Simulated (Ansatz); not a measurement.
An Ansatz input:

```yaml
crystal:
  lattice:
    - [-1.982786297, 1.982786297, 1.982786297]
    - [1.982786297, -1.982786297, 1.982786297]
    - [1.982786297, 1.982786297, -1.982786297]
  atoms:
    - { symbol: Yb, position: [0.0, 0.0, 0.0] }
hamiltonian:
  xc: r2scan
  pseudopotentials:
    kind: paw
    azcp:
      Yb: "pseudopotentials/Yb.paw.azcp"
basis:
  ecutwfc: 500
  fft_grid_basis: typed
kpoints:
  mp_grid: { grid: [12, 12, 12], shift: [0, 0, 0] }
magnetization:
  spin_polarized: false
scf:
  occupations: { method: fermi_dirac, width: 0.1 }
  lower_state_search: "off"
output:
  stress: true
```

Output

```
Engine: ansatz 0.2.0, x86_64-unknown-linux-gnu
Pseudopotentials: kind: paw
Pseudopotential: Yb, paw, valence charge 24, recommended cutoff 500 eV (meta_gga) 
Functional definition: r2SCAN
  parameter k0 = 0.174
  parameter k1 = 0.065
  parameter a1 = 4.9479
  exchange = r2scan_x(k0 = k0, k1 = k1, a1 = a1)
  correlation = r2scan_c
Crystal: 1 atoms, lattice volume = 31.181 Å³
Basis set: ecut = 500 eV, 791 PW (Γ), exchange–correlation on 108×108×108 points (64 copies of the dense FFT grid, shifted against one another)
Bands: 16, of which v1, the nominal top of the filled ones, is band 12 counted from 1 (11 counted from 0)
Symmetry: 48 space group operations
Space group: Im-3m (ITA 229), of the structure as read, at distance tolerance 3.1e-5 Å
k-points: 72 of 1728
Non-local potential: Yb, projectors of the file, l = 0: 3, l = 1: 2, l = 2: 2, l = 3: 3
PAW form: soft (Blöchl's): semilocal exchange-correlation on the pseudo side does not see the compensation charge
PAW frozen core: Yb, regenerated for the run's functional (the file was generated under x = pbe(κ = 0.804, μ = 0.2195149727645171), c = pbe(β = 0.06672455060314922))
PAW one-centre angular grid: Yb, 2702 points (default); XC on 160 Gauss nodes
Initial density: superposition of atomic densities (neutral atoms: chi_scale 0, normalization atom), corrected by the library's trained network
Initial wavefunctions: pseudopotential atomic-orbital guess
Functional: x = r2scan, c = r2scan; τ floored in thin density (d = 2e-4 eV/Å³)
SCF iter   1: F=-13805.155596 eV  HF=-13805.923080 eV  |F-HF|=7.67e-1  |Δ(HF+E_count)|=         —  Δρ=4.18e-2  dr2=4.59e-1  dr2_τ=2.59e-3  ethr=1.77e-3  ⟨swp⟩=5.6  Hψ=6462  notcnv=0
SCF iter   2: F=-13774.271203 eV  HF=-13807.124620 eV  |F-HF|=3.29e1  |Δ(HF+E_count)|=    1.20e0  Δρ=2.99e-1  dr2=2.21e1  dr2_τ=3.92e-2  ethr=1.77e-3  ⟨swp⟩=4.3  Hψ=3912  notcnv=0  defer=5  recentre
SCF iter   3: F=-13805.562880 eV  HF=-13805.896974 eV  |F-HF|=3.34e-1  |Δ(HF+E_count)|=    1.23e0  Δρ=2.67e-2  dr2=1.93e-1  dr2_τ=5.40e-4  ethr=1.77e-3  ⟨swp⟩=3.0  Hψ=3287  notcnv=0
SCF iter   4: F=-13805.867526 eV  HF=-13805.870869 eV  |F-HF|=3.34e-3  |Δ(HF+E_count)|=   2.61e-2  Δρ=4.59e-3  dr2=5.52e-3  dr2_τ=2.34e-4  ethr=8.03e-4  ⟨swp⟩=2.9  Hψ=2723  notcnv=0
SCF iter   5: F=-13805.823547 eV  HF=-13805.876597 eV  |F-HF|=5.31e-2  |Δ(HF+E_count)|=   5.73e-3  Δρ=9.75e-3  dr2=2.58e-2  dr2_τ=1.64e-4  ethr=2.30e-5  ⟨swp⟩=2.0  Hψ=2064  notcnv=0
SCF iter   6: F=-13805.851359 eV  HF=-13805.874879 eV  |F-HF|=2.35e-2  |Δ(HF+E_count)|=   1.72e-3  Δρ=9.47e-3  dr2=2.24e-2  dr2_τ=7.64e-6  ethr=2.30e-5  ⟨swp⟩=2.0  Hψ=2386  notcnv=0
SCF iter   7: F=-13805.837458 eV  HF=-13805.875764 eV  |F-HF|=3.83e-2  |Δ(HF+E_count)|=   8.85e-4  Δρ=1.13e-2  dr2=3.18e-2  dr2_τ=1.24e-5  ethr=2.30e-5  ⟨swp⟩=1.0  Hψ=1928  notcnv=0
SCF iter   8: F=-13805.845174 eV  HF=-13805.875190 eV  |F-HF|=3.00e-2  |Δ(HF+E_count)|=   5.74e-4  Δρ=9.74e-3  dr2=2.41e-2  dr2_τ=6.89e-6  ethr=2.30e-5  ⟨swp⟩=1.0  Hψ=1440  notcnv=0
SCF iter   9: F=-13805.867215 eV  HF=-13805.873574 eV  |F-HF|=6.36e-3  |Δ(HF+E_count)|=   1.62e-3  Δρ=4.25e-3  dr2=4.83e-3  dr2_τ=1.72e-6  ethr=2.30e-5  ⟨swp⟩=1.0  Hψ=1440  notcnv=0
SCF iter  10: F=-13805.873012 eV  HF=-13805.873175 eV  |F-HF|=1.64e-4  |Δ(HF+E_count)|=   3.99e-4  Δρ=6.03e-4  dr2=1.38e-4  dr2_τ=7.33e-7  ethr=2.01e-5  ⟨swp⟩=1.0  Hψ=1480  notcnv=0
SCF iter  11: F=-13805.873190 eV  HF=-13805.873186 eV  |F-HF|=3.79e-6  |Δ(HF+E_count)|=   1.12e-5  Δρ=2.18e-4  dr2=1.61e-5  dr2_τ=7.20e-7  ethr=5.76e-7  ⟨swp⟩=2.7  Hψ=2337  notcnv=0
SCF iter  12: F=-13805.873136 eV  HF=-13805.873202 eV  |F-HF|=6.60e-5  |Δ(HF+E_count)|=   1.51e-5  Δρ=6.49e-4  dr2=1.08e-4  dr2_τ=1.03e-5  ethr=6.72e-8  ⟨swp⟩=2.4  Hψ=1959  notcnv=0  recentre
SCF iter  13: F=-13805.873192 eV  HF=-13805.873199 eV  |F-HF|=6.05e-6  |Δ(HF+E_count)|=   3.02e-6  Δρ=3.29e-4  dr2=2.31e-5  dr2_τ=6.62e-6  ethr=6.72e-8  ⟨swp⟩=2.0  Hψ=1986  notcnv=0
SCF iter  14: F=-13805.873196 eV  HF=-13805.873196 eV  |F-HF|=5.03e-8  |Δ(HF+E_count)|=   2.12e-6  Δρ=1.66e-5  dr2=5.94e-8  dr2_τ=2.44e-8  ethr=4.17e-10  ⟨swp⟩=5.0  Hψ=6187  notcnv=0
SCF iter  15: F=-13805.873196 eV  HF=-13805.873196 eV  |F-HF|=4.72e-8  |Δ(HF+E_count)|=   6.81e-8  Δρ=1.31e-5  dr2=4.40e-8  dr2_τ=1.30e-9  ethr=2.47e-10  ⟨swp⟩=4.9  Hψ=4556  notcnv=0
SCF 1 converged in 15 iterations: F = -13805.873196 eV  dr2 = 4.40e-8
SCF converged after 15 iterations
Free energy (F): -13805.873196 eV
Harris-Foulkes:  -13805.873196 eV  (|F-HF|=4.72e-8)
Internal energy: -13805.800120 eV  (E = F + TS)
E sigma→0 (E₀):  -13805.836658 eV
Entropy (-TS):   -0.073077 eV (-73.077 meV/atom)
Fermi energy:    12.450230 eV
--- Per-component energies (eV) ---
  E_band       = 31.488035
  E_kinetic    = 358.026130
  E_local      = -5978.538070  (includes V_loc(G=0)·N_el)
  E_nonlocal   = 539.887780
  E_hartree    = 2601.854347
  E_xc         = -161.549681
  E_vxc        = -230.367593  (∫ρ·V_xc dr)
  E_paw        = -7360.509354  (= ΣΔE_a)
  E_vpaw       = 124.535776  (= ΣTr[D̂ρ^β])
  E_aug_tail   = 0.000002  (compensation charges beyond the density's cutoff)
  E_vtau       = 14.256413  (kinetic-family band-sum trace: ∫τ·v_τ [+ j·A + Jᵃ·Aᵃ] dr)
  E_ewald      = -3805.820479
  E_core_change = 0.849206  (= ΣΔE_core)
  E_smearing   = -0.073077  (= −TS)
  E_closure    = -0.000000  (closes the sum)
  Σ components = -13805.873196   (vs F -13805.873196, Δ=0.00e0)
--- Stress (GPa, compression-positive) ---
        2.052068      -0.000000       0.000000
       -0.000000       2.052068       0.000000
        0.000000       0.000000       2.052068
  P = ⅓ Tr σ = 2.0521 GPa (20.521 kbar)
```

Launched by

```sh
ansatz run input.yaml --threads 1 --pin off --max-ram 3584MiB --backend cpu --events-out ev --progress --plain --runs-dir out
```

On 1 thread of Intel(R) Xeon(R) Platinum 8259CL CPU @ 2.50GHz (Skylake/Cascade Lake) (shared host) this took about 13 s of wall time and 13 s of CPU time.
